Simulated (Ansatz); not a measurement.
Input and command of a plane-wave DFT calculation in Ansatz:

```yaml
crystal:
  lattice:
    - [1.6495521146, 0.9523693574, 4.2013610434]
    - [-1.6495521146, 0.9523693574, 4.2013610434]
    - [0.0, -1.9047387148, 4.2013610434]
  atoms:
    - { symbol: Os, position: [0.0, 0.0, 0.0] }
    - { symbol: I, position: [0.5, 0.5, 0.5] }
basis:
  ecutwfc: 420
kpoints:
  mp_grid: { grid: [18, 18, 18] }
hamiltonian:
  xc: pbe
scf:
  occupations: { method: gaussian, width: 0.1 }
output:
  forces: true
  stress: true
  eigenvalues: true
relax:
  adjacent_minimum: "off"
  f_tol: 0.01
  max_steps: 80
  cell: { stress_tol: 0.05 }
```

```bash
ansatz run input.yaml --threads 1 --pin off --max-ram 2560MiB --backend cpu --events-out ev --progress --plain --runs-dir out
```

Processor: Arm Neoverse V1, 1 thread, on a host shared with other jobs.

Task: How long does it run, and how much memory does it take?

Result: About 110 s on 1 thread of Arm Neoverse V1, with other jobs on the host, peak memory 0.68 GiB. It solves 21 bands at 580 k points (the mesh reduced by the symmetry that the task leaves, which can be less than the crystal's) with about 783 plane waves (on the last cell), in 23 SCF iterations over 4 ionic steps.
